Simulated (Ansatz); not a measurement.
AgI:
```cif
data_AgI
_chemical_formula_sum 'Ag1 I1'
_space_group_name_H-M_alt 'P 1'
_space_group_IT_number 1
_cell_length_a 3.68423
_cell_length_b 3.68423
_cell_length_c 3.68423
_cell_angle_alpha 90.000
_cell_angle_beta 90.000
_cell_angle_gamma 90.000
loop_
_space_group_symop_operation_xyz
  'x, y, z'
loop_
_atom_site_label
_atom_site_type_symbol
_atom_site_fract_x
_atom_site_fract_y
_atom_site_fract_z
_atom_site_occupancy
Ag1 Ag 0.00000 0.00000 0.00000 1
I1 I 0.50000 0.50000 0.50000 1
```

Relaxed with LDA.

Problem. Which orbitals make up the states near the Fermi level in LDA (plane waves, PAW; program Ansatz)?

Solution. Within 0.5 eV of the Fermi level: I 5p 76 %, Ag 5s 12 %, Ag 4d 10 %. Projections are on Löwdin-orthogonalised atomic valence shells; empty p or d shells of many metals are not among them.

Problem. Tabulate the density of states.

Solution. States/eV per cell of 2 atoms, in 0.25 eV bins, energy from the Fermi level.

```
E (eV)  total  Ag 4d  I 5p  Ag 5s
------  -----  -----  ----  -----
-7.85    0.00   0.00  0.00   0.00
-7.60    0.00   0.00  0.00   0.00
-7.35    0.00   0.00  0.00   0.00
-7.10    0.00   0.00  0.00   0.00
-6.85    0.00   0.00  0.00   0.00
-6.60    0.00   0.00  0.00   0.00
-6.35    0.01   0.00  0.00   0.00
-6.10    0.28   0.03  0.17   0.08
-5.85    0.53   0.07  0.32   0.13
-5.60    0.79   0.12  0.48   0.17
-5.35    1.80   0.55  1.01   0.22
-5.10    3.52   1.33  1.87   0.28
-4.85    2.27   1.03  1.09   0.11
-4.60    2.47   1.28  1.11   0.04
-4.35    3.51   2.43  1.02   0.02
-4.10    4.49   3.89  0.51   0.05
-3.85    9.91   9.05  0.68   0.11
-3.60    9.35   9.08  0.16   0.05
-3.35    3.01   2.47  0.41   0.08
-3.10    5.52   4.11  0.98   0.30
-2.85    1.62   0.81  0.65   0.09
-2.60    1.52   0.61  0.80   0.05
-2.35    1.44   0.51  0.84   0.03
-2.10    1.29   0.39  0.82   0.03
-1.85    0.92   0.22  0.64   0.02
-1.60    0.83   0.16  0.62   0.02
-1.35    1.23   0.28  0.90   0.01
-1.10    1.71   0.40  1.26   0.01
-0.85    1.66   0.31  1.31   0.01
-0.60    1.68   0.24  1.41   0.00
-0.35    1.97   0.20  1.75   0.00
-0.10    0.72   0.08  0.59   0.03
0.15     0.19   0.01  0.01   0.16
0.40     0.28   0.01  0.02   0.22
0.65     0.36   0.01  0.04   0.27
0.90     0.44   0.01  0.05   0.32
1.15     0.57   0.01  0.08   0.40
1.40     0.79   0.02  0.12   0.54
1.65     0.67   0.01  0.14   0.45
1.90     0.62   0.01  0.15   0.40
2.15     0.68   0.01  0.17   0.39
2.40     0.75   0.01  0.19   0.39
2.65     0.91   0.01  0.24   0.44
2.90     1.31   0.01  0.39   0.64
3.15     0.78   0.01  0.19   0.32
3.40     0.43   0.00  0.05   0.10
3.65     0.36   0.00  0.02   0.03
3.90     0.34   0.00  0.01   0.01
4.15     0.39   0.00  0.01   0.02
4.40     0.58   0.00  0.02   0.04
4.65     0.72   0.00  0.02   0.03
4.90     1.03   0.00  0.03   0.03
```

Space group Pm-3m (CsCl type). The workflow started from a Materials Project entry (that database holds measured and hypothetical structures alike); the Crystallography Open Database copy checked does not list it. It is not the phase usual at ambient conditions (space group No. 186, 216). The cell was relaxed with LDA under the symmetry of its start. At this level the phase is mechanically unstable. The run is not spin-polarised. Its formation energy is positive at this level, so the cell may be metastable or incomplete. Scalar-relativistic: spin–orbit coupling is off unless named, which matters more the heavier the elements.

Potentials: the later of the program's two PAW sets.
